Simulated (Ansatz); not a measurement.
Starting cell, TiC (rock salt):

```xyz
4
Lattice="0.0000 4.3330 4.3330 2.1665 0.0000 2.1665 2.1665 2.1665 0.0000" Properties=species:S:1:pos:R:3 pbc="T T T"
C      0.0000     0.0000     0.0000
C      2.1665     4.3330     2.1665
Ti     2.1665     2.1665     2.1665
Ti     2.1665     4.3330     4.3330
```

The atoms are displaced by Q × the pattern below (from a DFPT mode at L = (0.5, 0.0, 0.0), largest move 1; Q in Å), at fixed cell. It is one choice among 2 degenerate patterns. (q is in reciprocal vectors of the primitive cell; the cell shown is doubled to hold the pattern.)

| atom | x | y | z |
|---|---|---|---|
| Ti3 | 0.285 | -0.520 | 0.805 |
| Ti4 | -0.285 | 0.520 | -0.805 |

Atoms not listed stay in place.

Level of theory: PBE (plane waves to 420 eV, PAW, scalar-relativistic; Ansatz, a program for electronic structure). k mesh 9×18×18 (Γ-centred), Fermi-Dirac smearing 0.05 eV. The energy includes the smearing's −TS. With partly filled bands, energies and forces of such displacements shift with the k mesh and the smearing. TiC is run without spin polarisation. TiC was relaxed with its symmetry unable to fall. ΔE is measured from the undisplaced structure. The last digit holds for this mesh only.

| Q (Å) | ΔE (meV/cell) |
|---|---|
| -0.2800 | 898.6 |
| -0.2333 | withheld |
| -0.1867 | 397.3 |
| -0.1400 | 223.3 |
| -0.0933 | 99.3 |
| -0.0467 | 24.8 |
| 0.0000 | 0.0 |
| 0.0467 | 24.8 |
| 0.0933 | 99.3 |
| 0.1400 | 223.3 |
| 0.1867 | 397.3 |
| 0.2333 | withheld |
| 0.2800 | 898.6 |

### Question
Fit an even polynomial form (powers 2, 4, 6) to the given rows and predict ΔE at Q = 0.2333.

### Answer
Least squares on the 11 given rows: ΔE = (11410)·Q² + (-1016)·Q⁴ + (21960)·Q⁶, in meV/cell with Q in Å; root-mean-square residual 0.14 meV/cell. At 0.2333 the fit gives 621.6 meV/cell; the calculation gives 621.7 meV/cell, so the interpolation is off by -0.1 (-0.0 %). The quadratic term alone would give 621.0 meV/cell.

(A displaced cell: forces are minus the slopes of the energy, force constants its curvatures, and phonons follow from these.)
